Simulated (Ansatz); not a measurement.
# Calculated with Ansatz: Na₂SrSc₄, relaxation

input.yaml:

```yaml
crystal:
  lattice:
    - [0.0, 6.379655, 0.0]
    - [9.049974, -3.189827, 0.0]
    - [0.434802, 0.0, -6.320993]
  atoms:
    - { symbol: Na, position: [0.1994, 0.5962, 0.1999] }
    - { symbol: Na, position: [0.6032, 0.4038, 0.3001] }
    - { symbol: Na, position: [0.8006, 0.4038, 0.8001] }
    - { symbol: Na, position: [0.3968, 0.5962, 0.6999] }
    - { symbol: Sr, position: [0.7786, 0.0, 0.75] }
    - { symbol: Sr, position: [0.2214, 0.0, 0.25] }
    - { symbol: Sc, position: [0.21534, 0.8451, 0.77201] }
    - { symbol: Sc, position: [0.37024, 0.1549, 0.72799] }
    - { symbol: Sc, position: [0.78466, 0.1549, 0.22799] }
    - { symbol: Sc, position: [0.62976, 0.8451, 0.27201] }
    - { symbol: Sc, position: [0.82875, 0.69582, 0.01422] }
    - { symbol: Sc, position: [0.13293, 0.30418, 0.48578] }
    - { symbol: Sc, position: [0.17125, 0.30418, 0.98578] }
    - { symbol: Sc, position: [0.86707, 0.69582, 0.51422] }
  symmetry: { tolerance: 0.0003 }
kpoints:
  mp_grid: { grid: [3, 3, 3], shift: [0, 0, 0] }
magnetization:
  spin_polarized: false
scf:
  occupations: { method: methfessel_paxton, width: 0.1196 }
  lower_state_search: "off"
hamiltonian:
  pseudopotentials: { kind: paw }
  xc: pbe
basis:
  ecutwfc: 420
  fft_grid_basis: typed
relax:
  max_steps: 80
output:
  forces: true
  stress: true
  eigenvalues: true
  bader: true
  populations: true
  elf: true
  write_potential: true
  volumetric_format: npy
  dos:
    e_range: [-12, 8]
    de: 0.05
    projected: { site_lists: { Na: [Na], Sc: [Sc], Sr: [Sr] } }
  write_density: true
checkpoint:
  read: saved_state
```

Launch command:

```bash
ansatz run input.yaml --threads 2 --pin off --max-ram 2560MiB --backend cpu --events-out ev --progress --plain --runs-dir out
```

Origin of the cell: a known structure type with other elements, at an estimated volume, so it need not be a known compound.

The saved state is a converged single point of the same cell.

Steps:

```csv
step,ΔF (meV/atom),max force component (eV/Å),SCF iterations,step was
1,0.0,1.123,6,accepted
2,-67.8,0.596,6,accepted
3,-117.5,0.283,6,accepted
4,-159.7,0.271,6,accepted
5,-190.2,0.230,6,accepted
6,-209.2,0.231,6,accepted
7,-223.8,0.169,6,accepted
8,-223.8,0.225,6,accepted
9,-225.4,0.090,6,accepted
10,-226.0,0.006,6,accepted
11,-226.0,0.006,2,accepted
```

Step 1, with forces in eV/Å:

```xyz
14
Lattice="0.000 6.380 0.000 9.050 -3.190 0.000 0.435 0.000 -6.321" Properties=species:S:1:pos:R:3:forces:R:3 pbc="T T T" step=1
Na    5.483   -0.630   -1.264   -0.018    0.159   -0.016
Na    3.785    2.560   -1.897    0.018    0.159    0.016
Na    4.002    3.820   -5.057    0.018   -0.159    0.016
Na    5.700    0.630   -4.424   -0.018   -0.159   -0.016
Sr    0.326    4.967   -4.741    0.000   -0.082    0.000
Sr    0.109    1.412   -1.580    0.000    0.082    0.000
Sc    7.984   -1.322   -4.880   -0.445    1.123   -0.296
Sc    1.718    1.868   -4.602    0.445    1.123    0.296
Sc    1.501    4.512   -1.441    0.445   -1.123    0.296
Sc    7.766    1.322   -1.719   -0.445   -1.123   -0.296
Sc    6.303    3.068   -0.090   -0.438   -0.457    0.170
Sc    2.964   -0.122   -3.071    0.438   -0.457   -0.170
Sc    3.181    0.122   -6.231    0.438    0.457   -0.170
Sc    6.521    3.312   -3.250   -0.438    0.457    0.170
```

Step 2, with forces in eV/Å:

```xyz
14
Lattice="0.000 6.380 0.000 9.050 -3.190 0.000 0.435 0.000 -6.321" Properties=species:S:1:pos:R:3:forces:R:3 pbc="T T T" step=2
Na    5.463   -0.628   -1.259   -0.134   -0.048    0.083
Na    3.805    2.562   -1.902    0.134   -0.048   -0.083
Na    4.022    3.818   -5.062    0.134    0.048   -0.083
Na    5.680    0.628   -4.419   -0.134    0.048    0.083
Sr    0.326    5.005   -4.741    0.000    0.416    0.000
Sr    0.109    1.375   -1.580    0.000   -0.416    0.000
Sc    7.920   -1.146   -4.936   -0.144    0.596   -0.244
Sc    1.782    2.043   -4.546    0.144    0.596    0.244
Sc    1.565    4.336   -1.385    0.144   -0.596    0.244
Sc    7.703    1.146   -1.775   -0.144   -0.596   -0.244
Sc    6.254    2.991   -0.064   -0.023   -0.336    0.135
Sc    3.013   -0.199   -3.097    0.023   -0.336   -0.135
Sc    3.231    0.199   -6.257    0.023    0.336   -0.135
Sc    6.471    3.389   -3.224   -0.023    0.336    0.135
```

Step 4, with forces in eV/Å:

```xyz
14
Lattice="0.000 6.380 0.000 9.050 -3.190 0.000 0.435 0.000 -6.321" Properties=species:S:1:pos:R:3:forces:R:3 pbc="T T T" step=4
Na    5.307   -0.723   -1.155   -0.189   -0.153    0.156
Na    3.960    2.467   -2.006    0.189   -0.153   -0.156
Na    4.177    3.912   -5.166    0.189    0.153   -0.156
Na    5.525    0.723   -4.315   -0.189    0.153    0.156
Sr    0.326    5.262   -4.741    0.000    0.209    0.000
Sr    0.109    1.117   -1.580    0.000   -0.209    0.000
Sc    7.875   -0.808   -5.118    0.102    0.003   -0.271
Sc    1.828    2.382   -4.363   -0.102    0.003    0.271
Sc    1.610    3.998   -1.203   -0.102   -0.003    0.271
Sc    7.657    0.808   -1.958    0.102   -0.003   -0.271
Sc    6.337    2.767   -0.051    0.100   -0.200   -0.101
Sc    2.931   -0.423   -3.109   -0.100   -0.200    0.101
Sc    3.148    0.423   -6.270   -0.100    0.200    0.101
Sc    6.554    3.612   -3.212    0.100    0.200   -0.101
```

Step 5, with forces in eV/Å:

```xyz
14
Lattice="0.000 6.380 0.000 9.050 -3.190 0.000 0.435 0.000 -6.321" Properties=species:S:1:pos:R:3:forces:R:3 pbc="T T T" step=5
Na    5.230   -0.782   -1.082   -0.076   -0.071    0.070
Na    4.038    2.408   -2.079    0.076   -0.071   -0.070
Na    4.255    3.971   -5.239    0.076    0.071   -0.070
Na    5.447    0.782   -4.242   -0.076    0.071    0.070
Sr    0.326    5.364   -4.741    0.000    0.166    0.000
Sr    0.109    1.015   -1.580    0.000   -0.166    0.000
Sc    7.890   -0.722   -5.292    0.230   -0.027   -0.193
Sc    1.812    2.468   -4.189   -0.230   -0.027    0.193
Sc    1.595    3.912   -1.029   -0.230    0.027    0.193
Sc    7.672    0.722   -2.132    0.230    0.027   -0.193
Sc    6.382    2.622   -0.123    0.014   -0.025   -0.121
Sc    2.886   -0.568   -3.038   -0.014   -0.025    0.121
Sc    3.103    0.568   -6.198   -0.014    0.025    0.121
Sc    6.599    3.758   -3.283    0.014    0.025   -0.121
```

Step 6, with forces in eV/Å:

```xyz
14
Lattice="0.000 6.380 0.000 9.050 -3.190 0.000 0.435 0.000 -6.321" Properties=species:S:1:pos:R:3:forces:R:3 pbc="T T T" step=6
Na    5.212   -0.807   -1.044    0.048   -0.001    0.004
Na    4.055    2.383   -2.117   -0.048   -0.001   -0.004
Na    4.272    3.997   -5.277   -0.048    0.001   -0.004
Na    5.430    0.807   -4.204    0.048    0.001    0.004
Sr    0.326    5.479   -4.741    0.000    0.231    0.000
Sr    0.109    0.901   -1.580    0.000   -0.231    0.000
Sc    7.978   -0.659   -5.452    0.168   -0.019   -0.116
Sc    1.724    2.531   -4.030   -0.168   -0.019    0.116
Sc    1.506    3.849   -0.869   -0.168    0.019    0.116
Sc    7.761    0.659   -2.291    0.168    0.019   -0.116
Sc    6.393    2.554   -0.220    0.067   -0.030   -0.075
Sc    2.874   -0.636   -2.941   -0.067   -0.030    0.075
Sc    3.092    0.636   -6.101   -0.067    0.030    0.075
Sc    6.611    3.825   -3.380    0.067    0.030   -0.075
```

Step 7, with forces in eV/Å:

```xyz
14
Lattice="0.000 6.380 0.000 9.050 -3.190 0.000 0.435 0.000 -6.321" Properties=species:S:1:pos:R:3:forces:R:3 pbc="T T T" step=7
Na    5.247   -0.805   -1.027    0.014    0.002   -0.004
Na    4.020    2.384   -2.133   -0.014    0.002    0.004
Na    4.238    3.995   -5.294   -0.014   -0.002    0.004
Na    5.464    0.805   -4.188    0.014   -0.002   -0.004
Sr    0.326    5.641   -4.741    0.000    0.169    0.000
Sr    0.109    0.738   -1.580    0.000   -0.169    0.000
Sc    8.090   -0.601   -5.601    0.096   -0.038    0.008
Sc    1.612    2.589   -3.881   -0.096   -0.038   -0.008
Sc    1.395    3.791   -0.720   -0.096    0.038   -0.008
Sc    7.873    0.601   -2.440    0.096    0.038    0.008
Sc    6.423    2.488   -0.311   -0.017   -0.021   -0.046
Sc    2.845   -0.702   -2.849    0.017   -0.021    0.046
Sc    3.062    0.702   -6.010    0.017    0.021    0.046
Sc    6.640    3.892   -3.472   -0.017    0.021   -0.046
```

Step 9, with forces in eV/Å:

```xyz
14
Lattice="0.000 6.380 0.000 9.050 -3.190 0.000 0.435 0.000 -6.321" Properties=species:S:1:pos:R:3:forces:R:3 pbc="T T T" step=9
Na    5.273   -0.797   -1.007    0.026   -0.024    0.015
Na    3.994    2.393   -2.153   -0.026   -0.024   -0.015
Na    4.212    3.987   -5.314   -0.026    0.024   -0.015
Na    5.490    0.797   -4.168    0.026    0.024    0.015
Sr    0.326    5.750   -4.741    0.000    0.010    0.000
Sr    0.109    0.630   -1.580    0.000   -0.010    0.000
Sc    8.159   -0.572   -5.656   -0.090   -0.074    0.030
Sc    1.544    2.618   -3.826    0.090   -0.074   -0.030
Sc    1.326    3.762   -0.665    0.090    0.074   -0.030
Sc    7.941    0.572   -2.495   -0.090    0.074    0.030
Sc    6.413    2.441   -0.359    0.000    0.003    0.013
Sc    2.855   -0.749   -2.801    0.000    0.003   -0.013
Sc    3.072    0.749   -5.962    0.000   -0.003   -0.013
Sc    6.630    3.938   -3.520    0.000   -0.003    0.013
```

Step 11, with forces in eV/Å:

```xyz
14
Lattice="0.000 6.380 0.000 9.050 -3.190 0.000 0.435 0.000 -6.321" Properties=species:S:1:pos:R:3:forces:R:3 pbc="T T T" step=11
Na    5.274   -0.809   -1.003   -0.001    0.001   -0.005
Na    3.993    2.380   -2.157    0.001    0.001    0.005
Na    4.210    3.999   -5.318    0.001   -0.001    0.005
Na    5.492    0.809   -4.164   -0.001   -0.001   -0.005
Sr    0.326    5.734   -4.741    0.000   -0.005    0.000
Sr    0.109    0.646   -1.580    0.000    0.005    0.000
Sc    8.139   -0.590   -5.635   -0.006    0.003   -0.001
Sc    1.563    2.600   -3.846    0.006    0.003    0.001
Sc    1.345    3.780   -0.686    0.006   -0.003    0.001
Sc    7.922    0.590   -2.475   -0.006   -0.003   -0.001
Sc    6.407    2.448   -0.343   -0.003    0.001   -0.004
Sc    2.860   -0.742   -2.818    0.003    0.001    0.004
Sc    3.078    0.742   -5.978    0.003   -0.001    0.004
Sc    6.625    3.932   -3.503   -0.003   -0.001   -0.004
```

* Free energy lowered by: 226.0 meV/atom
* Final pressure: 4.17 GPa
* Relaxation steps listed: 11

Caveats: the SCF threshold is looser than advised for a stress; the k mesh is coarse if the cell is a metal; the relaxation held the start's symmetry, so the end may be a saddle point.

The run took 250 s of wall time on 2 CPU thread(s) of a shared host, from a saved density.
